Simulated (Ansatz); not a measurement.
# InSe2: equilibrium cell

Method: plane-wave DFT with PAW (Ansatz; 420 eV, 500 eV for r²SCAN). Each run relaxes cell and atoms to zero pressure from this start:

```
In Se
1.0
     3.89489    0.00000    0.00000
     0.00000    3.89489    0.00000
     0.00000    0.00000    9.62623
In Se
2 4
Direct
  0.00000 0.50000 0.70647
  0.50000 0.00000 0.29353
  0.00000 0.50000 0.36621
  0.50000 0.00000 0.63379
  0.00000 0.00000 0.00000
  0.50000 0.50000 0.00000
```

- Γ-centred k-mesh: 10×10×4
- occupation rule: Gaussian smearing, 0.1 eV
- spin treatment: unpolarised

Lengths are those of the conventional cell, space group P4/nmm.

```json
{"functional": "LDA", "a (Å)": "3.808", "c (Å)": "9.217", "volume (Å³/atom)": "22.27", "gap on mesh (eV)": "metal"}
{"functional": "PBEsol", "a (Å)": "3.833", "c (Å)": "9.341", "volume (Å³/atom)": "22.87", "gap on mesh (eV)": "metal"}
{"functional": "PBE", "a (Å)": "3.887", "c (Å)": "9.733", "volume (Å³/atom)": "24.51", "gap on mesh (eV)": "metal"}
{"functional": "r2SCAN", "a (Å)": "3.861", "c (Å)": "9.552", "volume (Å³/atom)": "23.73", "gap on mesh (eV)": "metal"}
```

Cost: 4 runs of about 17 core-minutes in all, on Intel Xeon Platinum 8259CL (Skylake/Cascade Lake) (shared hosts).